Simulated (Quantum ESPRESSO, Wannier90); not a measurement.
**W (bcc (W type)): Wannier90 run**

```xyz
1
Lattice="-1.5852 1.5852 1.5852 1.5852 -1.5852 1.5852 1.5852 1.5852 -1.5852" Properties=species:S:1:pos:R:3 pbc="T T T"
W      0.0000     0.0000     0.0000
```

Structure: Materials Project mp-91, symmetrised, not relaxed again. This is the element's usual structure. Method: PBEsol plane waves in Quantum ESPRESSO 7.5 (PseudoDojo norm-conserving files, 60 Ry, no spin polarisation, no spin-orbit coupling), Bloch states on a 12×12×12 mesh through Γ, Wannier90 4.0.1. Density: 18×18×18 mesh, cold smearing 0.01 Ry. Spin-orbit coupling is left out although heavy elements are present.

A tight-binding model is made by disentanglement and projection with no localisation steps (num_iter = 0), so the 9 orbitals stay atom-like: hydrogen-like W: s;p;d, axes along x, y, z; frozen window up to 1.50 eV relative to the Fermi level. It follows pw.x to 3.2 meV rms for states up to 1.0 eV relative to the Fermi level. Matrix elements depend on this choice of orbitals and windows.

Task: What are the on-site energies relative to the Fermi level, and how fast do the hoppings decay?

Result: 
| atom | orbitals | energy (eV) |
|---|---|---|
| W1 | s | 5.99 |
| W1 | pz px py | 13.62 |
| W1 | dz2 dx2-y2 | 0.44 |
| W1 | dxz dyz dxy | 0.94 |

| distance of the centres (Å) | largest modulus (eV) |
|---|---|
| 2–3 | 1.2 |
| 3–4 | 2.7 |
| 4–5 | 0.080 |
| 5–6 | 0.40 |
| 6–7 | 0.093 |
| 7–8 | 0.047 |
| 8–9 | 0.035 |
| 9–10 | 0.019 |
| 10–11 | 0.0071 |
| 11–12 | 0.0037 |
| 12–13 | 0.0017 |
